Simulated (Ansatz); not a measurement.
A relaxed structure of Sc is spoiled in several ways and relaxed again each time (noise and exchanges are one random draw each; squeezed and stretched starts keep its symmetry, which their runs cannot lower; pressure is positive under compression). All values below come from r2SCAN (plane waves to 500 eV, PAW, scalar-relativistic; Ansatz, a quantum-chemistry and plane-wave program).

Space group P6₃/mmc (No. 194); a = b = 3.3290 Å, c = 5.1924 Å, α = β = 90.00°, γ = 120.00°

```
atom  site  symmetry       x       y       z
----  ----  --------  ------  ------  ------
Sc      2d      -6m2  0.6667  0.3333  0.2500
```

Q: One start gave a first pressure of +8.7 GPa, a largest first force of 0.00 eV/Å and released 0.07 eV/atom. Which change was it?
(A) squeezed uniformly to 88 % of its volume
(B) with every coordinate shifted by Gaussian noise of σ = 0.2 Å

A: A, squeezed uniformly to 88 % of its volume. All starts:

```csv
change,first pressure (GPa),largest first force (eV/Å),released (eV/atom),moves,outcome,final group,E − E(parent) (eV/atom)
with every coordinate shifted by Gaussian noise of σ = 0.2 Å,4.7,2.53,0.41,6,returns to the parent,P6₃/mmc,0.00
squeezed uniformly to 88 % of its volume,8.7,0.00,0.07,6,returns to the parent,P6₃/mmc,0.00
```

First-step values come from each run's starting, coarser k-mesh (11×11×6, 12×12×7). The runs use different k-meshes, so differences are rounded accordingly. No spin polarisation in the result.
